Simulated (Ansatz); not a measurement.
Al: moving Al off its site

Al, Fm-3m, a = 3.963 Å. Ansatz: PBEsol+D3(BJ), PAW, 420 eV, Γ-centred 14×14×14 mesh on 8 atoms, Gaussian smearing 0.15 eV; no spin polarisation.

```
CELL_PARAMETERS angstrom
-3.96256 3.96256 0.00000
-3.96256 0.00000 3.96256
0.00000 3.96256 3.96256
ATOMIC_POSITIONS crystal
Al 0.00000 0.00000 0.00000
Al 0.50000 0.00000 0.00000
Al 0.00000 0.50000 0.00000
Al 0.00000 0.00000 0.50000
Al 0.50000 0.50000 0.00000
Al 0.50000 0.00000 0.50000
Al 0.00000 0.50000 0.50000
Al 0.50000 0.50000 0.50000
```

Atom 1 (Al) moves by x along the unit vector (0.000, 1.000, 0.000), with its periodic images; all else is held. y is the free energy of the cell over the start, F the force along the path summed over the moved atoms. Symmetry makes y even in x.

| x (Å) | y (meV) | F (eV/Å) |
| --- | --- | --- |
| -0.2000 | ? | ? |
| -0.0667 | 12.4 | 0.37 |
| 0.0000 | 0.0 | 0.00 |
| 0.0333 | 3.1 | -0.19 |
| 0.1000 | 27.9 | -0.56 |
| 0.1333 | 49.6 | -0.75 |
| 0.1667 | 77.9 | -0.94 |

Q: Fit y = c2 x² + c4 x⁴ to the energies of the other rows, give the force constant, and predict energy and force of the missing row.

A: Least squares on the rows shown. y = 2778 x² + 881.8 x⁴. The force constant is 2 c2 = 5.56 eV/Å² (for all images moving together, not for a lone atom). The force −dy/dx at the missing row is 1.14 eV/Å (computed 1.14). At x = -0.2000 the fit asked for gives 112.5 meV. The run gave 112.5 meV, the same to the digits shown.

Cost: 7 runs of about 2.2 core-minutes in all, on Intel Xeon 6975P-C (Granite Rapids) (shared hosts).